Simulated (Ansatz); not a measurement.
ZnInGaO4 (InGaZnO4 type, space group R3m)

```
ZnInGaO4
1.0
    1.67802     0.96880     8.70383
   -1.67802     0.96880     8.70383
    0.00000    -1.93761     8.70383
In Ga Zn O
1 1 1 4
Cartesian
  0.00000   0.00000  26.03106
  0.00000   0.00000   5.56036
  0.00000   0.00000  20.39825
  0.00000   0.00000   3.56366
  0.00000   0.00000  22.95097
  0.00000   0.00000   7.54012
  0.00000   0.00000  18.40152
```

The slice is a (0001) plane (indices of the conventional cell) through the point (0.997, 0.997, 0.997) (fractional), spanned by u = [1 0 -1] and v = [-1 2 -1] in vectors of this cell: u (3.36 Å) and v (5.81 Å, at 90° to u). It covers one period; positions are fractions (u, v).

Level of theory: PBE (plane waves to 420 eV, PAW, scalar-relativistic; Ansatz, an electronic-structure program). k mesh 11×11×11. Near the nuclei the fields are pseudised (PAW); where an atom keeps semicore shells as valence, they peak there. ZnInGaO4 was relaxed with its symmetry unable to fall.

Three fields on this plane, each scaled to ten steps between its own extremes (0 low, 9 high; the total valence density on a logarithmic scale, the potential cut 8 eV below its top; x marks points blanked near nuclei; v = 0 in the bottom row):

Map A
```
|xxxx941000149xxx|
|xxxx731111137xxx|
|xxx85221212258xx|
|9975322222223579|
|5432111222111234|
|2210001222100012|
|1100001121100001|
|2110001222100011|
|2211123454321112|
|2211247999742112|
|111258xxxxx85211|
|01137xxxxxxx7311|
|00149xxxxxxx9410|
|00149xxxxxxx9410|
|00149xxxxxxx9410|
|11137xxxxxxx7311|
|212258xxxxx85221|
|2222357999753222|
|2211123454321112|
|2210001222100012|
|2110000111000011|
|2210001121100012|
|5432111222111234|
|9974211222112479|
|xxx85211111258xx|
|xxxx731101137xxx|
|xxxx941000149xxx|
|xxxx941000149xxx|
```

Map B
```
|xxxx005898500xxx|
|xxxx016898610xxx|
|xxx00479997400xx|
|0000269999962000|
|0003689999986300|
|4567899999998765|
|8889998888899988|
|9999876545678999|
|9998630000036899|
|9986200000002689|
|997300xxxxx00379|
|98610xxxxxxx0168|
|98500xxxxxxx0058|
|98400xxxxxxx0048|
|98500xxxxxxx0058|
|98610xxxxxxx0168|
|997400xxxxx00479|
|9996200000002699|
|9998630000036899|
|9999876545678999|
|8889998888899988|
|4567899999998765|
|0003689999986300|
|0000268999862000|
|xxx00379997300xx|
|xxxx016898610xxx|
|xxxx005898500xxx|
|xxxx004898400xxx|
```

Map C
```
|xxxx420000024xxx|
|xxxx411232114xxx|
|xxx42135653124xx|
|5542125898521245|
|2210025898520012|
|1100014686410001|
|3310002343200013|
|6531001111100135|
|8741001222100147|
|8741124555421147|
|553124xxxxx42135|
|22114xxxxxxx4112|
|00025xxxxxxx5200|
|00025xxxxxxx5200|
|00024xxxxxxx4200|
|32114xxxxxxx4112|
|653124xxxxx42135|
|9852124555421258|
|9852001222100258|
|8641000111000146|
|4320001333100023|
|1110013565310011|
|2210014787410012|
|5542114787411245|
|xxx42135553124xx|
|xxxx411222114xxx|
|xxxx520000025xxx|
|xxxx520000025xxx|
```

Problem. Assign the maps to these fields: electron localisation function (ELF); valence electron density; electrostatic potential energy of an electron, from the cell's mean.

Solution. A is the valence electron density; B is the electrostatic potential energy of an electron, from the cell's mean; C is the electron localisation function (ELF).
